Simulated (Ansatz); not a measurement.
Theory: DFT PBE, scalar-relativistic, plane waves, PAW in Ansatz 0.2.0. All cells share a 420 eV cutoff and Γ-centred k meshes spaced about 0.3 Å⁻¹ or finer (0.25 for metals, 2π included). No spin polarisation.

Temperature and zero-point effects are left out.

Two forms of Be₃TeSe₂ were relaxed alike.

A. Space group P3m1 (No. 156), trigonal, a = 3.784 Å, c = 9.259 Å. Around Be on its first site lie 1 Se at 2.23 Å and 3 Te at 2.37 Å; around Be on its second site lie 3 Se at 2.29 Å and 1 Te at 2.45 Å; Be on its third site has 4 Se at 2.25–2.30 Å; Te has 4 Be at 2.37–2.45 Å; Se on its first site has 4 Be at 2.23–2.30 Å; 1 more site not described.

B. Space group Imm2 (No. 44), orthorhombic, a = 3.782 Å, b = 11.335 Å, c = 5.335 Å. Around Be on a site of symmetry m lie 3 Se at 2.25–2.28 Å and 1 Te at 2.44 Å; Be on a site of symmetry mm2 has 2 Se at 2.25 Å and 2 Te at 2.40 Å; Te is surrounded by 4 Be at 2.40–2.44 Å; Se has 4 Be at 2.25–2.28 Å.

**Question.** Which would you expect to be lower, and how large is the difference?

**Answer.** B is lower, by 12 meV/atom. A has Te and Se ordered on zinc blende sites, space group P3m1 (No. 156), 19.1 Å³/atom and a gap of 1.76 eV on its mesh; B has Te and Se ordered on zinc blende sites, space group Imm2 (No. 44), 19.1 Å³/atom and a gap of 2.06 eV. Both come from trial cells of a structure search.

Spin–orbit coupling, which can matter for Te, is left out. Kohn–Sham gaps at this level usually fall short of measured ones. The missing spin–orbit coupling can work the other way here. With atoms moved at random, B came back. A had no clear such test and can be a saddle point.
